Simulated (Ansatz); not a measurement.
AgBr:
```
CELL_PARAMETERS angstrom
      0.00000     2.92044     2.92044
      2.92044     0.00000     2.92044
      2.92044     2.92044     0.00000
ATOMIC_POSITIONS crystal
  Ag 0.50000 0.50000 0.50000
  Br 0.00000 0.00000 0.00000
```

DFT-PBE in the program Ansatz with PAW potentials gives a gap of 0.69 eV without spin–orbit coupling, maximum at L, minimum at Γ.

What happens when spin–orbit coupling is switched on?

The gap falls by 0.09 eV, to 0.60 eV; maximum at L, minimum at Γ.

Give the electron effective mass with spin–orbit coupling.

0.19 mₑ (isotropic).

Give the hole effective mass with spin–orbit coupling.

0.45, 0.45, 1.0 mₑ (principal values).

Give the Z2 indices of the occupied bands with spin–orbit coupling.

0;(000).

Space group Fm-3m (rock salt). The cell was relaxed with PBE under the symmetry of its start; phonons on a q-mesh show no instability. No spin polarisation was allowed.

Potentials: the later of the program's two PAW sets.
